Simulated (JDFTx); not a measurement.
Rh(100) slab cut from bulk Rh (space group Fm-3m, indices of the conventional cell, lattice of the Materials Project entry mp-74, not re-optimised): 4 atoms in 4 planes, a 1x1 cell of 7.24 Å² (|a| = 2.691, |b| = 2.691 Å), 5.7 Å between the outermost planes, cell height 21.7 Å, 8×8×1 k mesh, Fermi smearing 0.01 Ha, no spin polarisation.

Method: PBE, GBRV ultrasoft potentials, plane waves to 20/100 Ha, in JDFTx (a modified build). Liquid: SCCS (g09 parameters), water, 1 M KF. The neutral cell holds 60 valence electrons and has two faces of 7.243 Å² each. Last filling lines of the neutral and of a charged run (μ in hartree, zero in the bulk liquid):

```
FillingsUpdate:  mu: -0.180718638  nElectrons: 60.000000
FillingsUpdate:  mu: -0.166842000  nElectrons: 60.036568
```

A calculation by hand: both potentials, by the convention U = −μ/e − 4.44 V vs SHE, the surface charge density and the mean capacitance.

U_pzc = 0.18072 × 27.2114 − 4.44 = 0.48 V; U = 0.16684 × 27.2114 − 4.44 = 0.10 V. The cell has 0.0366 excess electrons, a net charge of -0.0366 e, shared by two faces: σ = -0.0366 e / (2 × 7.243 Å²) = -0.00252 e/Å² = -4.0 μC/cm² (1 e/Å² = 1602.18 μC/cm²). C = σ/(U − U_pzc) = -4.0/-0.38 ≈ 11 μF/cm².
